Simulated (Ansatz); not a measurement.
CuSe2: do energies and stresses tell the same story?

Level of theory: DFT PBEsol, scalar-relativistic, plane waves, PAW (Ansatz).

Plane waves to 420 eV, a k mesh through Γ of 8×6×10 on the computed 6-atom cell and Gaussian smearing (0.10 eV); no spin polarisation.

Relaxed cell: Pnnm, a = 4.977 Å, b = 6.097 Å, c = 3.719 Å, α = 90.00°, β = 90.00°, γ = 90.00°, 6 atoms in the primitive cell. Whether it is the stable form of this composition wasn't checked.

Energies at zero smearing and pressures from the stress tensor, at volumes with shape and atoms relaxed:
```json
{"V (Å³/atom)": "17.677", "E − E(first) (meV/atom)": "0.00", "P (GPa)": "5.74"}
{"V (Å³/atom)": "18.241", "E − E(first) (meV/atom)": "-14.48", "P (GPa)": "2.62"}
{"V (Å³/atom)": "18.805", "E − E(first) (meV/atom)": "-18.91", "P (GPa)": "0.01"}
{"V (Å³/atom)": "19.369", "E − E(first) (meV/atom)": "-14.95", "P (GPa)": "-2.17"}
{"V (Å³/atom)": "19.933", "E − E(first) (meV/atom)": "-3.97", "P (GPa)": "-3.98"}
```

Task: Check P = −dE/dV between neighbouring volumes, and get the bulk modulus from the pressures alone.

Result: With 1 eV/Å³ = 160.2 GPa:
| middle V (Å³/atom) | −ΔE/ΔV (GPa) | mean P (GPa) |
| --- | --- | --- |
| 17.959 | 4.112 | 4.182 |
| 18.523 | 1.259 | 1.320 |
| 19.087 | -1.125 | -1.077 |
| 19.651 | -3.118 | -3.076 |

The two differ by 0.07 GPa at most. The mean of two end pressures misses the average over a step by about ΔV² P″/12, up to 0.05 GPa here; with that taken off 0.02 GPa remains. Around V = 18.805 Å³/atom, the two neighbours give B = −V ΔP/ΔV = 18.805 × 4.79 / 1.128 = 79.9 GPa, against B0 = 79.3 GPa from the Birch–Murnaghan fit of the energies.

A ferromagnetic start lost its moments in a first run, so spin was left out; other magnetic orders weren't tried.